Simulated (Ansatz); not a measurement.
BaCd$_{2}$Ge$_{2}$ in space group I4/mmm (No. 139; Ba on 2a, Cd on 4d, Ge on 4e), PBE in the plane-wave PAW code Ansatz, all energies at zero smearing, with the estimated change up to a 700 eV cutoff added, with one set of potentials and settings (totals compare only within such a set). Cell of 5 atoms (1 Ba, 2 Cd, 2 Ge): -31050.261 eV.

```
element                reference phase  E (eV/atom)
-------  -----------------------------  -----------
Ba          Im-3m, 1 atoms in the cell   -5949.5401
Cd       P6_3/mmc, 2 atoms in the cell   -8254.4547
Ge          Fd-3m, 2 atoms in the cell   -4294.9847
```

Formation energy per atom, worked out: (-31050.261 − 1×(-5949.5401) − 2×(-8254.4547) − 2×(-4294.9847))/5 = -0.368 eV/atom (-36 kJ per mol of atoms), at 0 K, without zero-point energy or fitted corrections.

The first step of the workflow began from a Materials Project structure, measured or hypothetical; the Crystallography Open Database files this formula in space group No. 139, but the cells were not matched. Whether it is the stable phase at ambient conditions was not checked. Symmetry was held in the PBE relaxation; of distortions, only those at the zone centre were tested. The references are the lowest solids computed at this level, not always the standard phases. Scalar-relativistic: spin–orbit coupling is off unless named, which matters more the heavier the elements.

Potentials: the later of the program's two PAW sets.
